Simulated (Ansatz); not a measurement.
**Stationary points along a deformation path in Nb**

These are results of DFT LDA, scalar-relativistic, plane waves, PAW (Ansatz), not measurements. The runs took a 420 eV cutoff, a Γ-centred 22×22×22 mesh and Gaussian smearing (0.15 eV). No spin polarisation. Energies are free energies at this smearing, counted from the undisturbed cell; pressure is positive in compression.

The starting cell (as given, not relaxed at this level; it stands at -12.1 GPa):

```xyz
1
Lattice="-1.6640 1.6640 1.6640 1.6640 -1.6640 1.6640 1.6640 1.6640 -1.6640" Properties=species:S:1:pos:R:3 pbc="T T T"
Nb    0.0000    0.0000    0.0000
```

At fixed volume and fractional coordinates, lengths along (0.000, 0.000, 1.000) are scaled against those across it; ρ is that ratio over its starting value. V = 18.428 Å³/atom. Δσ is the stress along the axis less the mean stress across it (compression positive).

```
    ρ  ΔE (meV/atom)  Δσ (GPa) space group
0.707          272.9      5.53       I4/mmm
0.780          201.7     16.14       I4/mmm
0.850           93.7     15.31       I4/mmm
1.000            0.0      0.00        Im-3m
1.200          141.1    -18.72       I4/mmm
1.300          259.3    -18.05       I4/mmm
1.414          328.3     -0.04        Fm-3m
```

How does the stress give the slope of the energy, and where is the energy stationary?

Along the path d ln(length) is 2/3 d ln ρ on the axis and −1/3 d ln ρ across it, so dE/d ln ρ = −(2/3) V Δσ: the energy falls with ρ where Δσ is positive. Δσ vanishes or changes sign at ρ = 1.000 (Im-3m), a minimum at 0.0 meV/atom; at ρ = 1.414 (Fm-3m, an end of the scan), at 328.3 meV/atom. Pairs of stationary points between two samples would go unseen, and could change a minimum read from distant neighbours into a maximum. At ρ = 1.000, 1.414 the cell is cubic, where symmetry alone makes the stress isotropic and the slope zero.

In a metal these slopes depend on the k mesh and the smearing.